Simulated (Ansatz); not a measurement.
# LaSb under compression and expansion

```
La Sb
1.0
     0.00000    3.24500    3.24500
     3.24500    0.00000    3.24500
     3.24500    3.24500    0.00000
La Sb
1 1
Direct
  0.00000 0.00000 0.00000
  0.50000 0.50000 0.50000
```

The conventional cell has a = 6.490 Å, b = 6.490 Å, c = 6.490 Å, α = 90.00°, β = 90.00°, γ = 90.00°. La (atom 1) is surrounded by 6 Sb at 3.25 Å. Sb (atom 2) has 6 La at 3.25 Å as nearest neighbours.

The cell is COD entry 1537613, as deposited and not checked against the literature; nothing was relaxed.

No spin–orbit coupling, which matters for the heavy atoms here.

Levels of theory: DFT, PBEsol, all-electron LAPW, scalar-relativistic (Ansatz 0.2.0); DFT, PBEsol, PAW with Ansatz's default frozen-core files, scalar-relativistic (Ansatz 0.2.0).

For LAPW: a Γ-centred 10×10×10 k mesh, Fermi–Dirac smearing of 0.05 eV, basis error target 1 meV/atom, no spin polarisation. PAW takes a cutoff of 420 eV at this cell (files made with PBE, cores remade for this functional). The Ansatz runs share mesh, smearing and spin set-up. Plane-wave (PAW) pressures include the program's estimate of the Pulay term.

The cell above is scaled evenly, with fractional coordinates and shape held.

| V/V(cell) | V (Å³/atom) | P, LAPW (GPa) | P, PAW (GPa) | free energy over the lowest listed, PAW (meV/atom) |
| --- | --- | --- | --- | --- |
| 0.9400 | 32.120 | 2.82 | 2.79 | 12.2 |
| 0.9600 | 32.803 | 1.44 | 1.41 | 3.3 |
| 0.9800 | 33.487 | 0.19 | 0.17 | 0.0 |
| 0.9900 | 33.828 | -0.38 | -0.41 | 0.3 |
| 1.0000 | 34.170 | -0.93 | -0.95 | 1.7 |
| 1.0100 | 34.512 | -1.45 | -1.47 | 4.3 |
| 1.0200 | 34.853 | ? | ? | ? |
| 1.0400 | 35.537 | -2.86 | -2.88 | 18.3 |
| 1.0600 | 36.220 | -3.68 | -3.70 | 32.4 |

(1) Fill in the row V/V(cell) = 1.0200.

(2) What do Birch–Murnaghan fits to the pressures give?

Results:

(1) P, LAPW (GPa) = -1.94, P, PAW (GPa) = -1.97, free energy over the lowest listed, PAW (meV/atom) = 8.0.

(2) LAPW: V0 = 33.60 Å³/atom, B0 = 57 GPa, B0′ = 4.1; PAW: V0 = 33.58 Å³/atom, B0 = 57 GPa, B0′ = 4.1.
